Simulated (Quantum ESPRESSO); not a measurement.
Ag5HfNbTa, a guest atom moved from site to site

Computed values, not a measurement. The program is pw.x of Quantum ESPRESSO 7.5 (plane-wave density functional theory). The cell is made up: eight metal atoms on a face-centred cubic lattice, with elements, volume, strain and displacements drawn at random and not relaxed, so it may be unstable or far from any real phase. PseudoDojo standard norm-conserving files set the functional (PBE unless stated); there is no spin polarisation or spin-orbit coupling, the Fermi-Dirac width of 0.25 eV means electrons at about 2900 K, and the masses in the input are unused placeholders. Heavy elements are run without spin-orbit coupling, which real alloys of them have. A spin test at this wide smearing found no moment, but such smearing suppresses magnetism that the real alloy may have.

The runs move one Hf atom among sites that otherwise hold Ag. Cell, positions, cutoff, mesh and smearing stay as in the input of run 1; sites are counted in its order. Stress in the tables is positive in tension.

Input of run 1:

```
&control calculation='scf', pseudo_dir='./dojo.nc.sr.pbe.v0_5.standard.upf', outdir='./o', disk_io='minimal', tprnfor=.true., tstress=.true. /
&system ibrav=0, nat=8, ntyp=4, nbnd=79, ecutwfc=82.02448710, nosym=.true., tot_charge=0,
 occupations='smearing', smearing='fd', degauss=0.0183746611
/
&electrons conv_thr=1.470e-08, electron_maxstep=70, mixing_beta=0.5 /
ATOMIC_SPECIES
Ag 1.0 Ag.upf
Hf 1.0 Hf.upf
Nb 1.0 Nb.upf
Ta 1.0 Ta.upf
CELL_PARAMETERS angstrom
0.0 2.0352 2.0352
-4.0703 4.0703 -4.0703
-4.0703 -4.0703 4.0703
ATOMIC_POSITIONS angstrom
Ag -0.1087 0.0515 0.0094
Hf -4.0805 -2.0645 2.0348
Nb -4.1082 0.134 0.047
Ag -4.2227 1.978 -2.2306
Ta -2.0438 0.1173 2.0204
Ag -2.0661 1.9501 -0.0398
Ag -6.0098 0.0052 2.0386
Ag -5.9625 1.978 -0.0313
K_POINTS automatic
8 4 4 1 1 1
```

```
run  elements on sites 1 to 8  free energy less that of run 1 (eV)  -TS (eV)  pressure (GPa)  stress xx (GPa)  stress yy (GPa)  stress zz (GPa)  stress yz (GPa)  stress xz (GPa)  stress xy (GPa)  iterations
  1   Ag Hf Nb Ag Ta Ag Ag Ag                                0.000    -1.090           16.46           -19.34           -15.22           -14.83             1.78             0.02            -0.35          16
  2   Ag Ag Nb Ag Ta Hf Ag Ag                                0.087    -1.095           16.76           -19.45           -15.29           -15.54             1.94             0.06             0.37          15
  3   Ag Ag Nb Ag Ta Ag Hf Ag                               -0.051    -1.018           15.55           -15.06           -15.40           -16.20             2.33            -0.34             0.31          16
  4   Ag Ag Nb Ag Ta Ag Ag Hf                                0.164    -1.060           15.98           -16.87           -15.90           -15.16             2.06             0.74            -2.27          17
```

Forces Fx Fy Fz (eV/Å):

| site | run 1 | run 2 | run 3 | run 4 |
| --- | --- | --- | --- | --- |
| 1 | 1.48 -0.04 -0.08 | 2.05 -0.22 -0.08 | 1.26 0.13 -0.33 | 1.23 -0.02 -0.20 |
| 2 | 0.63 0.17 -0.16 | 0.66 0.06 -0.12 | 0.78 -0.32 0.44 | 0.25 -0.03 0.05 |
| 3 | 0.98 -1.38 0.22 | 0.70 -1.39 0.07 | 1.26 -1.09 -0.44 | 1.27 -1.38 0.17 |
| 4 | 1.65 0.26 0.71 | 1.43 0.30 0.64 | 1.47 0.29 0.78 | 2.14 0.74 0.37 |
| 5 | -1.10 -0.63 -0.19 | -1.31 -0.70 0.12 | -1.70 -0.80 0.16 | -1.73 -0.27 -0.29 |
| 6 | -0.27 0.98 -0.42 | -0.39 1.29 -0.66 | -0.05 1.07 -0.54 | -0.02 1.15 -0.56 |
| 7 | -1.59 0.07 0.05 | -1.10 0.02 0.21 | -0.96 -0.01 0.30 | -1.11 -0.21 0.38 |
| 8 | -1.76 0.55 -0.13 | -2.05 0.64 -0.19 | -2.06 0.74 -0.38 | -2.02 0.02 0.09 |

The sites are displaced and not relaxed, so the energy differences mix bonding between neighbours with strain and are not ordering energies. A rerun of one cell of this series at a higher cutoff and on a denser mesh moved values by no more than 0.011 eV in energy, 0.12 GPa in stress and 0.010 eV/Å in force, and a second program with other atomic files agreed on that cell to 2 % rms in force and 0.5 GPa in pressure.